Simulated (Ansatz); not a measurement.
Consider the following.

ScOF:
Space group P4/nmm, origin choice 1 (No. 129); a = 3.536 Å, b = 3.536 Å, c = 5.028 Å, α = 90.00°, β = 90.00°, γ = 90.00°

| atom | site | symmetry | x | y | z |
|---|---|---|---|---|---|
| Sc | 2c | 4mm | 0.0000 | 0.5000 | 0.2911 |
| O | 2b | -4m2 | 0.5000 | 0.5000 | 0.5000 |
| F | 2a | -4m2 | 0.0000 | 0.0000 | 0.0000 |

This is the LDA-relaxed structure.

Q: All from DFT-LDA in the program Ansatz with PAW potentials, unless another level is named. Give the Born charges (a third of the trace).

A: Sc +3.77, O -2.37, F -1.40 e.

Q: What about the electronic dielectric constant ε∞ (DFPT)?

A: 4.27 (xx = yy), 3.45 (zz).

Q: Next, the static dielectric constant ε0 (ions relaxed, cell fixed)?

A: 39.0 (xx = yy), 10.6 (zz).

The first step of the workflow began from a Materials Project structure, measured or hypothetical; the Crystallography Open Database copy checked does not list it. Its standing as an ambient phase is unchecked. The LDA relaxation kept the symmetry of its start. At this level the phase is dynamically unstable (imaginary phonons). No spin polarisation was allowed.

Potentials: the later of the program's two PAW sets.
